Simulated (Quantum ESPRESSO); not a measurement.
# SiAsF3O3: convergence and cost over cutoff and k mesh

Simulated, not a measurement. The program is pw.x of Quantum ESPRESSO 7.5 (plane-wave density functional theory). The cell is made up: 8 atoms on a quartz lattice with one site empty, with randomly drawn elements, strain and displacements, not relaxed. PseudoDojo standard norm-conserving files (v0.5 for PBE, v0.4.1 for LDA and PBEsol) set the functional; there is no spin polarisation, spin-orbit coupling or dispersion term, and the masses in the input are unused placeholders.

Input of the run in row 4:

```
&control calculation='scf', pseudo_dir='./dojo.nc.sr.pbe.v0_5.standard.upf', outdir='./o', disk_io='low', tprnfor=.true., tstress=.true. /
&system ibrav=0, nat=8, ntyp=4, nbnd=35, ecutwfc=84.00895049, nosym=.true., tot_charge=0,
 occupations='smearing', smearing='fd', degauss=0.0018374661
/
&electrons conv_thr=7.350e-09, electron_maxstep=60, /
ATOMIC_SPECIES
As 1.0 As.upf
F 1.0 F.upf
O 1.0 O.upf
Si 1.0 Si.upf
CELL_PARAMETERS angstrom
5.1954 0.0627 0.0525
-2.5433 4.3883 -0.0389
0.0577 -0.016 5.6865
ATOMIC_POSITIONS angstrom
Si 2.4967 0.0557 3.7855
As -1.1611 2.0702 1.8463
F 1.4879 1.1578 4.4898
F 3.4533 0.716 2.6026
O 2.9216 2.5893 0.7262
O 0.3115 1.8031 1.1497
F -1.0622 3.1937 3.0904
O 0.9813 3.7175 5.0148
K_POINTS automatic
5 5 4 1 1 1
```

The same cell was run at these settings. Meshes are shifted by half a step, and differences are from the last row, which is itself not exact.

```
cutoff (eV)     k mesh  k points solved  threshold (eV)  free energy less the last row's (eV)  pressure (GPa)  largest stress difference (GPa)  largest force difference (eV/Å)  iterations  wall time (s)  k-point pools              processor
        800  2 x 2 x 2                4           1e-04                                 3.657          -32.19                            37.61                            0.146          10             10              4  AMD EPYC, Zen 5 class
       1143  1 x 1 x 1                1           1e-07                                -0.158            5.35                             0.64                            0.739          13             13              4  AMD EPYC, Zen 5 class
        791  5 x 5 x 4               50           1e-07                                 4.208          -36.47                            41.98                            0.155          13             43              4  AMD EPYC, Zen 5 class
       1143  5 x 5 x 4               50           1e-07                                 0.003            5.16                             0.02                            0.001          14             66              4  AMD EPYC, Zen 5 class
       1437  7 x 7 x 6              147           1e-07                                 0.000            5.18                             0.00                            0.000          14            283              4  AMD EPYC, Zen 5 class
```

Each pool is one process. Wall times include start-up and a band step at six k points, which weighs most on the coarsest meshes. The runs were on shared virtual cores whose load varied, so times are rough.